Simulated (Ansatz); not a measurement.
# All-electron card of TeS2

```
CELL_PARAMETERS angstrom
3.83449 0.00000 0.00000
-1.91724 3.32076 0.00000
0.00000 0.00000 6.75309
ATOMIC_POSITIONS crystal
Te 0.00000 0.00000 0.00000
S 0.33333 0.66667 0.22851
S 0.66667 0.33333 0.77149
```

Atom numbers follow the list: Te1, S2, S3.

The structure comes from a relaxation in the same program, started in the CdI2 type, and has space group P-3m1. Whether it is a known phase or the ground state wasn't checked.

Spin–orbit coupling is left out, though it moves levels of the heavy atoms by tenths of an eV or more.

Methods: DFT, PBE, all-electron LAPW, scalar-relativistic (Ansatz 0.2.0); DFT, PBE, PAW with Ansatz's default frozen-core files, scalar-relativistic (Ansatz 0.2.0); DFT, PBE, all-electron PAW with datasets made for the crystal, scalar-relativistic (Ansatz 0.2.0).

For LAPW: a Γ-centred 11×11×6 k mesh, Fermi–Dirac smearing of 0.08 eV, basis error target 1 meV/atom, no spin polarisation. PAW takes a cutoff of 420 eV at this cell. The crystal-made all-electron datasets (AE datasets) take a cutoff of 180 eV at this cell. The Ansatz runs share mesh, smearing and spin set-up. Values come from LAPW unless marked.

Spin–orbit coupling is left out, which moves gradients at and beside heavy atoms by some per cent and at worst by a factor of two.

```
Band gap                                                                                                               : 0.47 eV
Smallest direct gap on the path                                                                                        : 0.92 eV
Löwdin charges (with 0.20 e of the cell spilling out of the atomic basis, so their sizes and signs hang on that basis) : Te1 0.99, S2 -0.40 e
Bader charges (from the PAW run)                                                                                       : Te1 +1.18, S2 -0.59 e
Field gradients Vzz (crystal-made datasets)                                                                            : Te1 -0.33 (η = 0.00), S2 -1.01 (η = 0.00) in 10²¹ V/m²
Volume per atom                                                                                                        : 28.66 Å³
Pressure at this cell                                                                                                  : 0.00 GPa
```
